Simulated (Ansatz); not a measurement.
Input and command of a plane-wave DFT calculation in Ansatz:

```yaml
crystal:
  lattice:
    - [2.58796, 0.0, 0.0]
    - [0.0, 2.58796, 0.0]
    - [0.0, 0.0, 2.92552]
  atoms:
    - { symbol: Be, position: [0.0, 0.0, 0.0] }
    - { symbol: Pd, position: [0.5, 0.5, 0.5] }
basis:
  ecutwfc: 500
kpoints:
  mp_grid: { grid: [16, 16, 16] }
hamiltonian:
  xc: r2scan
scf:
  occupations: { method: gaussian, width: 0.15 }
output:
  forces: true
  stress: true
  eigenvalues: true
```

```bash
ansatz run input.yaml --threads 1 --pin off --max-ram 2560MiB --backend cpu --events-out ev --progress --plain --runs-dir out
```

Processor: Arm Neoverse V1, 1 thread, on a host shared with other jobs.

How long does it run, and how much memory does it take?

About 13 s on 1 thread of Arm Neoverse V1, on a shared host, peak memory 0.43 GiB. It solves 14 bands at 405 k points (the mesh reduced by symmetry) with about 495 plane waves, in 6 SCF iterations.
